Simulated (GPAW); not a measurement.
As2S: changing the functional

```
CELL_PARAMETERS angstrom
-3.50648 3.50648 2.48592
3.50648 -3.50648 2.48592
3.50648 3.50648 -2.48592
ATOMIC_POSITIONS crystal
As 0.87500 0.12500 0.25000
As 0.87500 0.62500 0.75000
As 0.37500 0.12500 0.25000
As 0.87500 0.12500 0.75000
S 0.25000 0.75000 0.50000
S 0.50000 0.50000 0.00000
```

The cell comes from a database or a generator and needn't be the stable form of this composition.

Kept alike: task band structure; k mesh 5 × 5 × 5; occupations fermi-dirac, width 0.05 eV; no spin polarisation. Program: GPAW, potentials by row: the program's PAW data sets (release 1.2.1) made for this functional (LDA); GPAW PAW data sets (gpaw-data 1.2.1) (PBE, r2SCAN on files made for PBE); PAW data sets generated for this functional (PBEsol), cutoff 600 eV. The mesh is that of the run's cell of 6 atoms. No spin-orbit coupling.

| run | pressure (GPa) |
| --- | --- |
| A | -3.11 |
| B | -4.62 |
| C | -1.27 |
| D | 0.40 |

Pressure is positive in compression; the values hold the error of the finite cutoff, so their zero can differ a little from the energy's minimum. For a metal such a mesh leaves the last digits unconverged.

Problem. The runs differ in the functional (and the potentials named above) alone: LDA; PBE; PBEsol; r2SCAN. Which run is which?

Solution. Run A is PBEsol; run B is LDA; run C is r2SCAN; run D is PBE. The pressure runs from -4.62 (LDA) to 0.40 GPa (PBE). From PBE: LDA -5.02; PBEsol -3.51; r2SCAN -1.67.
